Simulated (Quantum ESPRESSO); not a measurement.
## Si2GaO5F (one run as intended and one with a planted mistake)

Computed values, not a measurement. The program is pw.x of Quantum ESPRESSO 7.5 (plane-wave density functional theory). The cell is made up: 9 atoms on a quartz lattice, with randomly drawn elements, strain and displacements, not relaxed. PseudoDojo standard norm-conserving files (v0.5 for PBE, v0.4.1 for LDA and PBEsol) set the functional; there is no spin polarisation, spin-orbit coupling or dispersion term, and the masses in the input are unused placeholders.

Intended input:

```
&control calculation='scf', pseudo_dir='./dojo.nc.sr.pbe.v0_5.standard.upf', outdir='./o', disk_io='low', tprnfor=.true., tstress=.true. /
&system ibrav=0, nat=9, ntyp=4, nbnd=35, ecutwfc=84.00895049, nosym=.true., tot_charge=0,
 occupations='smearing', smearing='fd', degauss=0.0018374661
/
&electrons conv_thr=7.350e-09, electron_maxstep=60, /
ATOMIC_SPECIES
F 1.0 F.upf
Ga 1.0 Ga.upf
O 1.0 O.upf
Si 1.0 Si.upf
CELL_PARAMETERS angstrom
5.0648 -0.0409 0.0193
-2.5678 4.4336 -0.0866
0.0212 -0.0975 5.5103
ATOMIC_POSITIONS angstrom
Si 2.2855 -0.0031 3.7187
Si -1.3282 1.9443 1.8906
Ga 1.3463 2.2974 -0.1229
O 1.3418 1.0937 4.2258
O 3.3418 0.6121 2.5775
O 2.7361 2.5861 0.4952
F 0.2184 1.6747 1.1378
O -1.1795 3.185 3.0405
O 0.8701 3.7948 4.6396
K_POINTS automatic
5 5 4 1 1 1
```

The log is shortened where brackets say so; the opening notice, blank lines, dates and the lines on written files are dropped, and the path of the files is cut. It prints rydbergs, bohrs and kilobars, and counts compression as positive stress. Where no state is partly filled, the Fermi energy that it prints is only some level between the filled and the empty states on the mesh, and need not lie in the true gap.

Log of the intended run:

```
     Program PWSCF v.7.5
     Parallel version (MPI & OpenMP), running on       4 processor cores
     Number of MPI processes:                 4
     Threads/MPI process:                     1
     [start-up lines left out]
     bravais-lattice index     =            0
     lattice parameter (alat)  =       9.5715  a.u.
     unit-cell volume          =     830.8350 (a.u.)^3
     number of atoms/cell      =            9
     number of atomic types    =            4
     number of electrons       =        58.00
     number of Kohn-Sham states=           35
     kinetic-energy cutoff     =      84.0090  Ry
     charge density cutoff     =     336.0358  Ry
     scf convergence threshold =      7.3E-09
     mixing beta               =       0.7000
     number of iterations used =            8  plain     mixing
     Exchange-correlation= PBE
                           (   1   4   3   4   0   0   0)
     [axes and pseudopotential details left out]
   Cartesian axes
     site n.     atom                  positions (alat units)
         1        Si     tau(   1) = (   0.4512338  -0.0006120   0.7341952  )
         2        Si     tau(   2) = (  -0.2622309   0.3838695   0.3732674  )
         3        Ga     tau(   3) = (   0.2658044   0.4535832  -0.0242646  )
         4        O      tau(   4) = (   0.2649160   0.2159328   0.8343136  )
         5        O      tau(   5) = (   0.6597826   0.1208489   0.5088843  )
         6        O      tau(   6) = (   0.5401972   0.5105822   0.0977690  )
         7        F      tau(   7) = (   0.0431194   0.3306415   0.2246396  )
         8        O      tau(   8) = (  -0.2328726   0.6288250   0.6002959  )
         9        O      tau(   9) = (   0.1717867   0.7492199   0.9160115  )
     number of k points=    50  Fermi-Dirac smearing, width (Ry)=  0.0018
                       cart. coord. in units 2pi/alat
        k(    1) = (   0.1009692   0.1750166   0.1176068), wk =   0.0400000
        k(    2) = (   0.1001255   0.1790180   0.3474779), wk =   0.0400000
     [further k points left out]
     Dense  grid:    86409 G-vectors     FFT dimensions: (  60,  60,  64)
     Estimated max dynamical RAM per process >     191.45 MB
     Estimated total dynamical RAM >     702.51 MB
     Initial potential from superposition of free atoms
     starting charge      57.9961, renormalised to      58.0000
     Starting wfcs are   41 randomized atomic wfcs
     total cpu time spent up to now is        2.7 secs
     per-process dynamical memory:   146.9 Mb
     Self-consistent Calculation
     iteration #  1     ecut=    84.01 Ry     beta= 0.70
     Davidson diagonalization with overlap
     ethr =  1.00E-02,  avg # of iterations =  3.0
     total cpu time spent up to now is        7.1 secs
     total energy              =    -383.88580980 Ry
     estimated scf accuracy    <       2.46308463 Ry
     iteration #  2     ecut=    84.01 Ry     beta= 0.70
     Davidson diagonalization with overlap
     ethr =  4.25E-03,  avg # of iterations =  2.5
     total cpu time spent up to now is       11.3 secs
     total energy              =    -384.50188044 Ry
     estimated scf accuracy    <       2.23593973 Ry
     [iterations 3 to 9 left out]
     iteration # 10     ecut=    84.01 Ry     beta= 0.70
     Davidson diagonalization with overlap
     ethr =  7.18E-10,  avg # of iterations =  2.0
     total cpu time spent up to now is       42.9 secs
     total energy              =    -384.94987083 Ry
     estimated scf accuracy    <       0.00000005 Ry
     iteration # 11     ecut=    84.01 Ry     beta= 0.70
     Davidson diagonalization with overlap
     ethr =  8.44E-11,  avg # of iterations =  2.1
     total cpu time spent up to now is       46.7 secs
     End of self-consistent calculation
     [lines on levels left out]
     the Fermi energy is     4.2169 ev
!    total energy              =    -384.94987084 Ry
     estimated scf accuracy    <          2.2E-09 Ry
     smearing contrib. (-TS)   =       0.00000000 Ry
     internal energy E=F+TS    =    -384.94987084 Ry
     The total energy is F=E-TS. E is the sum of the following terms:
     one-electron contribution =    -239.29731827 Ry
     hartree contribution      =     155.16230182 Ry
     xc contribution           =    -101.99927977 Ry
     ewald contribution        =    -198.81557462 Ry
     convergence has been achieved in  11 iterations
     Forces acting on atoms (cartesian axes, Ry/au):
     atom    1 type  4   force =     0.12477597   -0.14343861    0.02330336
     atom    2 type  4   force =    -0.02343590    0.26049721   -0.12522170
     atom    3 type  2   force =    -0.27743407    0.18340859   -0.06951452
     atom    4 type  3   force =    -0.07249576   -0.14402779   -0.18381234
     atom    5 type  3   force =    -0.05337089   -0.11110549    0.01722684
     atom    6 type  3   force =     0.48785268    0.00580264    0.33409508
     atom    7 type  1   force =    -0.11581513   -0.02559298    0.10170994
     atom    8 type  3   force =     0.00198862   -0.06220922   -0.09309520
     atom    9 type  3   force =    -0.07206552    0.03666564   -0.00469146
     Total force =     0.839440     Total SCF correction =     0.000167
     Computing stress (Cartesian axis) and pressure
          total   stress  (Ry/bohr**3)                   (kbar)     P=      139.48
   0.00116634   0.00053347  -0.00008253          171.58       78.48      -12.14
   0.00053347   0.00097100   0.00054485           78.48      142.84       80.15
  -0.00008253   0.00054485   0.00070712          -12.14       80.15      104.02
     init_run     :      2.48s CPU      2.57s WALL (       1 calls)
     electrons    :     43.80s CPU     44.02s WALL (       1 calls)
     forces       :      0.79s CPU      0.79s WALL (       1 calls)
     stress       :      2.61s CPU      2.62s WALL (       1 calls)
     [timing details left out]
     PWSCF        :     49.81s CPU     50.15s WALL
     JOB DONE.
```

A second run has one planted mistake: the plane-wave cutoff is too low. The input lines that differ, file-writing options aside:

```
- &system ibrav=0, nat=9, ntyp=4, nbnd=35, ecutwfc=84.00895049, nosym=.true., tot_charge=0,
+ &system ibrav=0, nat=9, ntyp=4, nbnd=35, ecutwfc=50.56706731, nosym=.true., tot_charge=0,
```

Its log:

```
     Program PWSCF v.7.5
     Parallel version (MPI & OpenMP), running on       4 processor cores
     Number of MPI processes:                 4
     Threads/MPI process:                     1
     [start-up lines left out]
     bravais-lattice index     =            0
     lattice parameter (alat)  =       9.5715  a.u.
     unit-cell volume          =     830.8350 (a.u.)^3
     number of atoms/cell      =            9
     number of atomic types    =            4
     number of electrons       =        58.00
     number of Kohn-Sham states=           35
     kinetic-energy cutoff     =      50.5671  Ry
     charge density cutoff     =     202.2683  Ry
     scf convergence threshold =      7.3E-09
     mixing beta               =       0.7000
     number of iterations used =            8  plain     mixing
     Exchange-correlation= PBE
                           (   1   4   3   4   0   0   0)
     [axes and pseudopotential details left out]
   Cartesian axes
     site n.     atom                  positions (alat units)
         1        Si     tau(   1) = (   0.4512338  -0.0006120   0.7341952  )
         2        Si     tau(   2) = (  -0.2622309   0.3838695   0.3732674  )
         3        Ga     tau(   3) = (   0.2658044   0.4535832  -0.0242646  )
         4        O      tau(   4) = (   0.2649160   0.2159328   0.8343136  )
         5        O      tau(   5) = (   0.6597826   0.1208489   0.5088843  )
         6        O      tau(   6) = (   0.5401972   0.5105822   0.0977690  )
         7        F      tau(   7) = (   0.0431194   0.3306415   0.2246396  )
         8        O      tau(   8) = (  -0.2328726   0.6288250   0.6002959  )
         9        O      tau(   9) = (   0.1717867   0.7492199   0.9160115  )
     number of k points=    50  Fermi-Dirac smearing, width (Ry)=  0.0018
                       cart. coord. in units 2pi/alat
        k(    1) = (   0.1009692   0.1750166   0.1176068), wk =   0.0400000
        k(    2) = (   0.1001255   0.1790180   0.3474779), wk =   0.0400000
     [further k points left out]
     Dense  grid:    40363 G-vectors     FFT dimensions: (  45,  45,  48)
     Estimated max dynamical RAM per process >      90.68 MB
     Estimated total dynamical RAM >     333.14 MB
     Check: negative core charge=   -0.000116
     Initial potential from superposition of free atoms
     starting charge      57.9961, renormalised to      58.0000
     Starting wfcs are   41 randomized atomic wfcs
     total cpu time spent up to now is        1.5 secs
     per-process dynamical memory:    72.6 Mb
     Self-consistent Calculation
     iteration #  1     ecut=    50.57 Ry     beta= 0.70
     Davidson diagonalization with overlap
     ethr =  1.00E-02,  avg # of iterations =  3.0
     total cpu time spent up to now is        3.7 secs
     total energy              =    -383.29225139 Ry
     estimated scf accuracy    <       2.29018525 Ry
     iteration #  2     ecut=    50.57 Ry     beta= 0.70
     Davidson diagonalization with overlap
     ethr =  3.95E-03,  avg # of iterations =  2.6
     total cpu time spent up to now is        5.9 secs
     total energy              =    -383.85340714 Ry
     estimated scf accuracy    <       2.00502368 Ry
     [iterations 3 to 9 left out]
     iteration # 10     ecut=    50.57 Ry     beta= 0.70
     Davidson diagonalization with overlap
     ethr =  6.50E-10,  avg # of iterations =  2.0
     total cpu time spent up to now is       22.0 secs
     total energy              =    -384.26251707 Ry
     estimated scf accuracy    <       0.00000005 Ry
     iteration # 11     ecut=    50.57 Ry     beta= 0.70
     Davidson diagonalization with overlap
     ethr =  9.28E-11,  avg # of iterations =  2.2
     total cpu time spent up to now is       24.0 secs
     End of self-consistent calculation
     [lines on levels left out]
     the Fermi energy is     4.1486 ev
!    total energy              =    -384.26251709 Ry
     estimated scf accuracy    <          1.9E-09 Ry
     smearing contrib. (-TS)   =       0.00000000 Ry
     internal energy E=F+TS    =    -384.26251709 Ry
     The total energy is F=E-TS. E is the sum of the following terms:
     one-electron contribution =    -237.82470549 Ry
     hartree contribution      =     154.06354615 Ry
     xc contribution           =    -101.68578300 Ry
     ewald contribution        =    -198.81557475 Ry
     convergence has been achieved in  11 iterations
     Forces acting on atoms (cartesian axes, Ry/au):
     atom    1 type  4   force =     0.12488498   -0.14390934    0.02306515
     atom    2 type  4   force =    -0.02285056    0.26136917   -0.12590348
     atom    3 type  2   force =    -0.28499533    0.19007654   -0.06578039
     atom    4 type  3   force =    -0.07369840   -0.14931826   -0.18984195
     atom    5 type  3   force =    -0.05318381   -0.11217472    0.01769155
     atom    6 type  3   force =     0.49258689    0.00882945    0.33406888
     atom    7 type  1   force =    -0.11517409   -0.02505709    0.10102078
     atom    8 type  3   force =     0.00365325   -0.06300037   -0.09160045
     atom    9 type  3   force =    -0.07122292    0.03318463   -0.00272010
     Total force =     0.848334     Total SCF correction =     0.000125
     Computing stress (Cartesian axis) and pressure
          total   stress  (Ry/bohr**3)                   (kbar)     P=     -600.11
  -0.00384588   0.00053502  -0.00010484         -565.75       78.70      -15.42
   0.00053502  -0.00407730   0.00052469           78.70     -599.79       77.18
  -0.00010484   0.00052469  -0.00431523          -15.42       77.18     -634.79
     init_run     :      1.37s CPU      1.42s WALL (       1 calls)
     electrons    :     22.38s CPU     22.49s WALL (       1 calls)
     forces       :      0.35s CPU      0.35s WALL (       1 calls)
     stress       :      1.13s CPU      1.13s WALL (       1 calls)
     [timing details left out]
     PWSCF        :     25.30s CPU     25.48s WALL
     JOB DONE.
```

```
                                            intended run  run with the mistake
                          free energy (eV)     -5237.510             -5228.158
                    smearing term -TS (eV)        0.0000                0.0000
                            pressure (GPa)         13.95                -60.01
            largest force component (eV/Å)        12.543                12.665
largest change of a force component (eV/Å)                               0.194
                                iterations            11                    11
```

For scale, a rerun of the intended cell at 1437 eV and a 7 x 7 x 6 mesh moved values by no more than 0.003 eV in energy, 0.02 GPa in stress and 0.003 eV/Å in force.